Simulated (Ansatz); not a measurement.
LiCl:
```
CELL_PARAMETERS angstrom
      0.00000     2.53237     2.53237
      2.53237     0.00000     2.53237
      2.53237     2.53237     0.00000
ATOMIC_POSITIONS crystal
  Li 0.00000 0.00000 0.00000
  Cl 0.50000 0.50000 0.50000
```

Relaxed with PBEsol. Special points in fractions of this cell's reciprocal vectors: Γ (0.000, 0.000, 0.000); X (0.500, 0.000, 0.500); U (0.625, 0.250, 0.625); K (0.375, 0.375, 0.750); L (0.500, 0.500, 0.500); W (0.500, 0.250, 0.750).

Task: List the band energies nearest the valence-band maximum at these points for the program Ansatz at the PBEsol level (PAW).

Result: In eV from the valence-band maximum; about four levels below and three above (degenerate sets whole), none deeper than 8.9 eV; points with the same levels are listed once.

| k | below | above |
|---|---|---|
| Γ | 0.00 0.00 0.00 | 6.35 11.67 11.67 11.67 |
| X | -3.14 -1.20 -1.20 | 7.78 7.97 12.60 |
| U | -2.70 -1.94 -0.90 | 7.91 9.84 11.47 |
| L | -3.04 -0.28 -0.28 | 6.58 9.33 9.33 |
| W | -2.31 -2.31 -1.15 | 9.52 10.07 10.33 10.33 |

Space group Fm-3m (rock salt). The cell was relaxed with PBEsol under the symmetry of its start.

Potentials: the earlier of the program's two PAW sets. The files were generated under PBE; for other functionals the program regenerates the frozen cores, and for LDA and PBEsol the local potential too.
